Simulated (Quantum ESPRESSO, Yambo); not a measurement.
Levels of theory for the gap of NaCuO$_{2}$

NaCuO₂ (space group C2/m, No. 12): one geometry, one set of norm-conserving PBEsol (Quantum ESPRESSO, 92 Ry, without SOC) orbitals, self-energies from Yambo (6×6×2 Γ-centred k mesh, bands 6 to 94 and a 8 Ry block in the screening, 94 bands in G with the Bruneval-Gonze terminator, plasmon pole fitted at 27.2 eV).

Cell and atoms were relaxed with PBEsol from Materials Project entry mp-4541, within its symmetry.

```json
[
 {"level": "PBEsol (Quantum ESPRESSO)", "gap (0, 0, -0.5) → (0.167, -0.167, -0.5) (eV)": "0.53", "direct gap at (0.167, -0.167, -0.5) (eV)": "0.84", "rough Yambo cost": "–"},
 {"level": "exchange only (Hartree-Fock self-energy on PBEsol orbitals)", "gap (0, 0, -0.5) → (0.167, -0.167, -0.5) (eV)": "11.07", "direct gap at (0.167, -0.167, -0.5) (eV)": "11.42", "rough Yambo cost": "about 1/10 (14 states)"},
 {"level": "static COHSEX@PBEsol", "gap (0, 0, -0.5) → (0.167, -0.167, -0.5) (eV)": "2.98", "direct gap at (0.167, -0.167, -0.5) (eV)": "3.32", "rough Yambo cost": "within a factor of two (3 states)"},
 {"level": "G0W0@PBEsol, plasmon pole", "gap (0, 0, -0.5) → (0.167, -0.167, -0.5) (eV)": "2.15", "direct gap at (0.167, -0.167, -0.5) (eV)": "2.48", "rough Yambo cost": "1 (14 states)"}
]
```

Bare exchange has no screening and gives the widest gap; static COHSEX screens it but leaves out the frequency dependence, which G0W0 restores. The mesh misses a band edge: along a dense path the PBEsol gap is 0.46 eV against 0.53 eV on the mesh.

Costs are rough ratios of core time on shared machines.

Nearest settings tried, and what they do to the gap: 2 Ry block (21 vectors against 119): +736 meV. Not varied: bands in G, bands in W, mesh. So the settings aren't converged at that level. Oxides, nitrides and fluorides with a shallow 3d shell are known to need far more bands and larger blocks.

The 3d shell has no Hubbard U; the runs are without spin polarisation, and magnetic order was not tried.
